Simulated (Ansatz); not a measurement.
Input, command and steps of an Ansatz relaxation.

```yaml
crystal:
  lattice:
    - [3.1921230758, 0.0, 0.0]
    - [0.0, 3.8710689195, 0.0]
    - [0.0, 0.0, 8.1934732676]
  atoms:
    - { symbol: Cr, position: [0.0, 0.0, 0.103658148], spin: 2.61 }
    - { symbol: Cr, position: [0.5, 0.5, 0.896341852], spin: 2.61 }
    - { symbol: Cl, position: [0.0, 0.5, 0.6894093233] }
    - { symbol: Cl, position: [0.5, 0.0, 0.3105906767] }
    - { symbol: O, position: [0.5, 0.0, 0.9496868897] }
    - { symbol: O, position: [0.0, 0.5, 0.0503131103] }
basis:
  ecutwfc: 420
kpoints:
  mp_grid: { grid: [12, 10, 6] }
hamiltonian:
  xc: pbesol
scf:
  occupations: { method: gaussian, width: 0.02 }
output:
  forces: true
  stress: true
  eigenvalues: true
  populations: true
  write_density: true
  write_potential: true
  elf: true
  volumetric_format: npy
magnetization:
  spin_polarized: true
relax:
  adjacent_minimum: "off"
  f_tol: 0.01
  max_steps: 30
  cell: { stress_tol: 0.1, fix: [volume] }
```

```bash
ansatz run input.yaml --threads 2 --pin off --max-ram 5120MiB --backend cpu --events-out ev --progress --plain --runs-dir out
```

Level of theory: DFT PBEsol, scalar-relativistic, plane waves, PAW in Ansatz 0.2.0.

The volume is held at 1.03 times that of the relaxed cell.

Of 5 frames 5 are shown, positions in Å and forces in eV/Å; the SCF threshold varies from step to step. Steps run on the plane waves of an earlier cell, with a Pulay correction in the pressure. The basis is chosen afresh for the last frame, the zero of the energies, and at times for earlier ones too; energy and pressure can step there, also at an unchanged geometry. Where two frames share a geometry here, they differ by under 2 meV/atom and 0.3 GPa.

```xyz
6
Lattice="3.1921 0.0000 0.0000 0.0000 3.8711 0.0000 0.0000 0.0000 8.1935" Properties=species:S:1:pos:R:3:forces:R:3 pbc="T T T" step=1 free_energy_over_end_meV_per_atom=4.86 pressure_GPa=-3.17
Cr    0.0000    0.0000    0.8493    0.0000    0.0000   -0.1100
Cr    1.5961    1.9355    7.3442    0.0000    0.0000    0.1100
Cl    0.0000    1.9355    5.6487    0.0000    0.0000    0.2959
Cl    1.5961    0.0000    2.5448    0.0000    0.0000   -0.2959
O     1.5961    0.0000    7.7812    0.0000    0.0000    0.1664
O     0.0000    1.9355    0.4122    0.0000    0.0000   -0.1664
6
Lattice="3.1792 0.0000 0.0000 0.0000 3.8530 0.0000 0.0000 0.0000 8.2654" Properties=species:S:1:pos:R:3:forces:R:3 pbc="T T T" step=2 free_energy_over_end_meV_per_atom=0.88 pressure_GPa=-1.33
Cr    0.0000    0.0000    0.8413    0.0000    0.0000   -0.0560
Cr    1.5896    1.9265    7.4242    0.0000    0.0000    0.0560
Cl    0.0000    1.9265    5.7446    0.0000    0.0000    0.0721
Cl    1.5896    0.0000    2.5209    0.0000    0.0000   -0.0721
O     1.5896    0.0000    7.8558    0.0000    0.0000    0.0616
O     0.0000    1.9265    0.4096    0.0000    0.0000   -0.0616
6
Lattice="3.1620 0.0000 0.0000 0.0000 3.8364 0.0000 0.0000 0.0000 8.3462" Properties=species:S:1:pos:R:3:forces:R:3 pbc="T T T" step=3 free_energy_over_end_meV_per_atom=0.13 pressure_GPa=-0.10
Cr    0.0000    0.0000    0.8403    0.0000    0.0000   -0.0058
Cr    1.5810    1.9182    7.5060    0.0000    0.0000    0.0058
Cl    0.0000    1.9182    5.8281    0.0000    0.0000   -0.0144
Cl    1.5810    0.0000    2.5182    0.0000    0.0000    0.0144
O     1.5810    0.0000    7.9379    0.0000    0.0000    0.0015
O     0.0000    1.9182    0.4083    0.0000    0.0000   -0.0015
6
Lattice="3.1635 0.0000 0.0000 0.0000 3.8360 0.0000 0.0000 0.0000 8.3433" Properties=species:S:1:pos:R:3:forces:R:3 pbc="T T T" step=4 free_energy_over_end_meV_per_atom=0.12 pressure_GPa=-0.17
Cr    0.0000    0.0000    0.8405    0.0000    0.0000    0.0008
Cr    1.5817    1.9180    7.5028    0.0000    0.0000   -0.0008
Cl    0.0000    1.9180    5.8240    0.0000    0.0000   -0.0002
Cl    1.5817    0.0000    2.5193    0.0000    0.0000    0.0002
O     1.5817    0.0000    7.9355    0.0000    0.0000    0.0007
O     0.0000    1.9180    0.4078    0.0000    0.0000   -0.0007
6
Lattice="3.1635 0.0000 0.0000 0.0000 3.8360 0.0000 0.0000 0.0000 8.3433" Properties=species:S:1:pos:R:3:forces:R:3 pbc="T T T" step=5 free_energy_over_end_meV_per_atom=0.00 pressure_GPa=-0.16
Cr    0.0000    0.0000    0.8405    0.0000    0.0000    0.0003
Cr    1.5817    1.9180    7.5028    0.0000    0.0000   -0.0003
Cl    0.0000    1.9180    5.8240    0.0000    0.0000   -0.0002
Cl    1.5817    0.0000    2.5193    0.0000    0.0000    0.0002
O     1.5817    0.0000    7.9355    0.0000    0.0000    0.0007
O     0.0000    1.9180    0.4078    0.0000    0.0000   -0.0007
```

Time: 3.4 min on 2 threads of Intel(R) Xeon(R) Platinum 8488C (Sapphire Rapids) (shared host), peak memory 1.1 GiB.

Moments started parallel, and an antiferromagnetic order may lie lower. The cell holds layers, and where no dispersion correction was added their binding is poorly described.